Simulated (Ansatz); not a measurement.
The start is a relaxed WC cell, doubled along one cell vector, shaken by Gaussian noise of σ = 0.08 Å a coordinate. The cell and all atomic positions are relaxed at zero pressure with PBEsol (plane waves to 420 eV, PAW, scalar-relativistic; Ansatz, a program for electronic structure). The first steps use a coarse 9×5×4 k-mesh.

The start:
```
CELL_PARAMETERS angstrom
      3.09112     0.00000     0.00000
     -3.09112     5.35397     0.00000
      0.00000     0.00000     5.97308
ATOMIC_POSITIONS crystal
  W  0.67549 0.18275 0.97150
  W  0.66059 0.67905 0.96178
  W  0.29152 0.31877 0.47877
  W  0.29382 0.84414 0.48021
  C  0.67820 0.19428 0.64372
  C  0.72174 0.67252 0.65880
  C  0.30858 0.31188 0.13329
  C  0.30607 0.83267 0.16300
```

Problem. How much energy is released per atom?

Solution. 0.21 eV/atom.

Problem. Does it find its way back to the structure it was made from?

Solution. It returns to the parent structure, P6₃mc (No. 186).

Problem. How do the shortest distances between atoms change?

Solution. The closest pairs of elements (up to four, under 3.6 Å), start → end: C–W 1.82 → 1.97 Å; C–C 2.89 → 3.09 Å; W–W 2.94 → 3.09 Å.

Problem. What band gap does the relaxed structure have at this level?

Solution. No gap (metallic).

Relaxed structure:

```cif
data_C2W2
_chemical_formula_sum 'W2 C2'
_space_group_name_H-M_alt 'P63mc'
_space_group_IT_number 186
_space_group_name_Hall 'P 6c -2c'
_cell_length_a 3.09096
_cell_length_b 3.09096
_cell_length_c 5.97316
_cell_angle_alpha 90.000
_cell_angle_beta 90.000
_cell_angle_gamma 120.000
loop_
_atom_site_label
_atom_site_type_symbol
_atom_site_symmetry_multiplicity
_atom_site_Wyckoff_symbol
_atom_site_fract_x
_atom_site_fract_y
_atom_site_fract_z
_atom_site_occupancy
W1 W 2 b 0.33333 0.66667 0.47645 1
C1 C 2 b 0.33333 0.66667 0.14632 1
```

Final values are on a 17×17×8 k-mesh of the relaxed cell. No spin polarisation in the result.

The relaxed structure here is a generated cell of WC: the first start was made by placing the elements on the sites of a structure type, and the end was not matched to a known phase here, so it may be hypothetical. Known forms of WC include space group No. 187.
